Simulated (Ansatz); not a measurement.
Relaxed TiAl (CuAu type, space group P4/mmm):

```xyz
2
Lattice="2.8241 0.0000 0.0000 0.0000 2.8241 0.0000 0.0000 0.0000 4.0706" Properties=species:S:1:pos:R:3 pbc="T T T"
Al     1.4120     1.4120     2.0353
Ti     0.0000     0.0000     0.0000
```

Two-dimensional scan of atom 2 (Ti, nearest neighbour Ti at 2.824 Å; its periodic images, 2.8 Å or more away, move with it): u runs along (0.707, 0.707, 0.000), v along (0.000, 0.000, 1.000) (Cartesian). Cell and other atoms are fixed.

All values below come from PBE (plane waves to 420 eV, PAW, scalar-relativistic; Ansatz, a first-principles code). k mesh 13×13×9 (Γ-centred), Fermi-Dirac smearing 0.05 eV. E stands for the smeared free energy. Points where atoms come too close for the PAW data are left out (x in tables, blank in figures). With partly filled bands, energies and forces of such displacements shift with the k mesh and the smearing. The PAW data are Ansatz's earlier set. TiAl is run without spin polarisation. TiAl was relaxed with its symmetry unable to fall. The last digit holds for this mesh only.

Changes of ΔE (meV/cell) from the point u = 0.000 Å, v = 0.000 Å when one coordinate moves alone (two changes are said to add if the coupling is within 5 % of the smaller one, nearly so within 20 %):

```
point                      change
-------------------------  ------
u = 0.000 Å, v = -0.710 Å  1681.0
u = 0.000 Å, v = -0.355 Å   382.1
u = -0.710 Å, v = 0.000 Å  1166.9
u = -0.355 Å, v = 0.000 Å   281.2
u = 0.355 Å, v = 0.000 Å    281.2
u = 0.710 Å, v = 0.000 Å   1166.9
u = 0.000 Å, v = 0.355 Å    382.1
u = 0.000 Å, v = 0.710 Å   1681.0
```

What is the change at u = 0.355 Å, v = 0.355 Å, where both move, and how far is it from the sum?

The sum of the single changes is 281.2 + (382.1) = 663.3; the calculation gives 764.4, so the coupling contributes 101.1 (over 20 % of the smaller single change, not additive).

What is the change at u = -0.355 Å, v = 0.710 Å, where both move, and how far is it from the sum?

The sum of the single changes is 281.2 + (1681.0) = 1962.2; the calculation gives 2391.9, so the coupling contributes 429.7 (over 20 % of the smaller single change, not additive).

Do the two effects add at u = -0.710 Å, v = 0.355 Å? Give the computed change.

The sum of the single changes is 1166.9 + (382.1) = 1549.0; the calculation gives 2003.6, so the coupling contributes 454.6 (over 20 % of the smaller single change, not additive).

(For displaced atoms, the force is minus the slope of the energy, and its curvature is a force constant, which sets phonon frequencies.)
